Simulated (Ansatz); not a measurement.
Two-dimensional strain map in TaO₂

Level of theory: DFT PBEsol, scalar-relativistic, plane waves, PAW (Ansatz). Cutoff 420 eV, Γ-centred 10×10×16 k-points, Gaussian smearing of 0.15 eV. Spin–orbit coupling is left out, which can shift energies with elements as heavy as these. No spin polarisation. Energies are free energies at this smearing, counted from the undisturbed cell; pressure is positive in compression.

The starting cell (relaxed at this level; it needn't be the usual structure):

```xyz
6
Lattice="4.9509 0.0000 0.0000 0.0000 4.9509 0.0000 0.0000 0.0000 2.8508" Properties=species:S:1:pos:R:3 pbc="T T T"
Ta    0.0000    0.0000    1.4254
Ta    2.4755    2.4755    0.0000
O     3.5322    1.4188    1.4254
O     1.4188    3.5322    1.4254
O     1.0567    1.0567    0.0000
O     3.8942    3.8942    0.0000
```

The cell is strained by p along both x and y and by q along z, fractional coordinates fixed. Points are written (p, q).

Energy above the undisturbed cell in meV/atom (a dash: not computed):

```
 p \ q  -0.080  -0.040  0.000  0.040  0.080
-0.080   766.0   524.6  374.5  294.4  267.3
-0.040   331.4   166.2   83.6   62.9   88.0
 0.000   139.4    31.4    0.0   25.0   90.6
 0.040   128.5    62.2   68.4  127.0  222.8
 0.080   251.2   214.3  246.7  329.0  446.1
```

Pressure in GPa:

```
 p \ q  -0.080  -0.040  0.000  0.040  0.080
-0.080   118.7    90.1   67.2   49.0   34.5
-0.040    65.9    44.2   27.1   13.7    3.2
 0.000    29.2    12.8    0.0   -9.8  -17.3
 0.040     4.2    -8.5  -18.0  -25.1  -30.4
 0.080   -12.6   -22.3  -29.5  -34.7  -38.3
```